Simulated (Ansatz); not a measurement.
# Property card for SiRu$_{2}$

SiRu₂:
```yaml
crystal:
  lattice:
    - [5.23363, 0.00000, 0.00000]
    - [0.00000, 3.99315, 0.00000]
    - [0.00000, 0.00000, 7.38320]
  atoms:
    - { symbol: Si, position: [0.30163, 0.25000, 0.90154] }
    - { symbol: Si, position: [0.69837, 0.75000, 0.09846] }
    - { symbol: Si, position: [0.19837, 0.75000, 0.40154] }
    - { symbol: Si, position: [0.80163, 0.25000, 0.59846] }
    - { symbol: Ru, position: [0.51552, 0.75000, 0.78663] }
    - { symbol: Ru, position: [0.48448, 0.25000, 0.21337] }
    - { symbol: Ru, position: [0.98448, 0.25000, 0.28663] }
    - { symbol: Ru, position: [0.01552, 0.75000, 0.71337] }
    - { symbol: Ru, position: [0.83237, 0.25000, 0.93534] }
    - { symbol: Ru, position: [0.16763, 0.75000, 0.06466] }
    - { symbol: Ru, position: [0.66763, 0.75000, 0.43534] }
    - { symbol: Ru, position: [0.33237, 0.25000, 0.56466] }
```

Space group Pnma (No. 62); conventional cell a = 5.2336 Å, b = 3.9932 Å, c = 7.3832 Å, α = β = γ = 90.00°.

Method: PBEsol in the plane-wave PAW code Ansatz. The cell and atoms are relaxed at this level. Other levels are named where they apply.

### Cell and energy

```json
{
 "volume_per_atom": "12.86 Å³",
 "density": "9.91 g/cm³",
 "Formation energy from the elements (no fitted shifts)": "-0.43 eV/atom"
}
```

### Electronic structure

```json
{
  "electronic_character": "metallic (no gap)",
  "Density of states at the Fermi level": "0.72 states/eV per atom (mean over ±0.08 eV)"
}
```

### Mechanics

```json
{
 "Bulk modulus (Birch–Murnaghan fit)": "283 GPa",
 "Pressure derivative B′": "4.8",
 "Elastic constants (relaxed ions, GPa)": "C11 = 407, C22 = 448, C33 = 463, C12 = 199, C13 = 194, C23 = 234, C44 = 140, C55 = 85.2, C66 = 139",
 "mechanical_stability": "stable (all eigenvalues of C positive)",
 "hill_bulk_and_shear_moduli": "285 and 117 GPa",
 "Young's modulus": "308 GPa",
 "Poisson's ratio": "0.32",
 "debye_temperature_from_the_elastic_constants": "489 K"
}
```

The workflow started from a Materials Project entry (that database holds measured and hypothetical structures alike); the Crystallography Open Database copy checked does not list it. Whether it is the stable phase at ambient conditions was not checked. The PBEsol relaxation kept the symmetry of its start; whether a distortion lowers the energy is not shown. No spin polarisation was allowed. As this level gives no gap, shear constants depend on the k-mesh and smearing (Fermi–Dirac, 0.1 eV here). On the denser mesh and wider smearing of the elastic run this cell carries a stress of 0.4 GPa. The references are the lowest solids computed at this level, not always the standard phases. Scalar-relativistic: spin–orbit coupling is off unless named, which matters more the heavier the elements.

Potentials: the later of the program's two PAW sets.
